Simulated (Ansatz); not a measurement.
# In$_{2}$O$_{3}$: computed property card

In$_{2}$O$_{3}$:
```
CELL_PARAMETERS angstrom
      3.41782     0.00000     0.00000
     -1.70891     2.95992     0.00000
      0.00000     0.00000     6.05424
ATOMIC_POSITIONS crystal
  In 0.66667 0.33333 0.76230
  In 0.33333 0.66667 0.23770
  O  0.66667 0.33333 0.34633
  O  0.33333 0.66667 0.65367
  O  0.00000 0.00000 0.00000
```

Space group P-3m1 (No. 164), La2O3 or Ni2Al3 type; conventional cell a = b = 3.4178 Å, c = 6.0542 Å, α = β = 90.00°, γ = 120.00°.

Method: plane-wave PAW r²SCAN+D4 (Ansatz code). Structure relaxed to zero pressure with the same functional. Other levels are named where they apply.

**Cell and energy**

- Volume per atom: 12.25 Å³
- Density: 7.53 g/cm³
- Formation energy from the elements (no fitted shifts): -1.69 eV/atom

**Electronic structure**

Band gap: 1.34 eV (smallest direct gap 1.37 eV)
Valence-band maximum: off the standard path, at k = (0.000, 0.250, -0.214) in fractions of the reciprocal vectors
Conduction-band minimum: at Γ
Electron effective mass: 0.15, 0.18, 0.18 mₑ (principal values)
Electron effective mass with spin–orbit coupling: 0.15, 0.18, 0.18 mₑ (principal values)
Hole effective mass: 0.61, 3.1, 4.9 mₑ (principal values)
Hole effective mass with spin–orbit coupling: 0.61, 3.1, 4.9 mₑ (principal values)
HSE06 gap on the r²SCAN+D4 cell: 2.21 eV
Gap with spin–orbit coupling: 1.34 eV

**Mechanics**

- Elastic constants (relaxed ions, GPa): C11 = 279, C12 = 182, C13 = 124, C14 = 60.2, C33 = 144, C44 = 67.3
- Mechanical stability: unstable (C has a negative eigenvalue)

**Charges**

Bader charges: In +1.94, O -1.34 to -1.27 e

The start of the workflow was typed in or built on a structure type; neither database checked (COD, Materials Project) lists it. It is not the phase usual at ambient conditions (space group No. 206). The r²SCAN+D4 relaxation kept the symmetry of its start. The volume moved by -25 % from the start of the relaxation. The references are the lowest solids computed at this level, not always the standard phases (solids in place of the gases). Scalar-relativistic: spin–orbit coupling is off unless named, which matters more the heavier the elements.

Potentials: the earlier of the program's two PAW sets. The files were generated under PBE; for other functionals the program regenerates the frozen cores, and for LDA and PBEsol the local potential too.
